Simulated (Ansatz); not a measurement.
# NbB2: enthalpy against pressure

NbB2, P6/mmm, a = 3.094 Å, c = 3.292 Å. The structure is a Materials Project entry; whether it is the stable form wasn't checked. Ansatz: PBEsol, PAW, 420 eV, Γ-centred 15×15×12 mesh on 3 atoms, Gaussian smearing 0.10 eV; no spin polarisation. Cell and atoms are relaxed at each pressure, and no other structure is tried, so the rows at high pressure may lie past a change of phase. y is the enthalpy over the state at zero pressure; there V0 = 9.099 Å³/atom. The pressures are the targets, met within 0.04 GPa.

| P (GPa) | y (eV/atom) |
| --- | --- |
| -1.0 | -0.0569 |
| 0.0 | 0.0000 |
| 1.0 | 0.0567 |
| 4.0 | 0.2257 |
| 12.0 | 0.6687 |
| 25.0 | 1.3676 |
| 50.0 | ? |
| 90.0 | 4.5759 |

Fit y = c1 P + c2 P² + c3 P³ to the other rows, say what c1 and c2 mean, and predict the missing value.

Least squares on the rows shown. y = 0.056754 P − 8.8311×10⁻⁵ P² + 2.5152×10⁻⁷ P³. Since dH/dP = V, c1 is V0: 0.056754 eV/GPa × 160.2 = 9.092 Å³ against 9.099; c2 = −V0/(2B0) gives B0 = 321 GPa, where a Birch–Murnaghan fit to the volumes of the same runs (not shown) gives 300 GPa: a cubic over this range folds the higher terms into c2. At P = 50.0 the fit asked for gives 2.6484 eV/atom. The run gave 2.6509 eV/atom, so the fit is 0.0025 eV/atom too low, 0.054 % of the span of the series, against an rms of 0.00005 eV/atom on the fitted rows. With a term in P⁴ added, a fit to the same known rows predicts 2.6527 eV/atom, a smaller miss on the other side.

The mesh isn't the same in all rows (15×15×12, 18×18×14).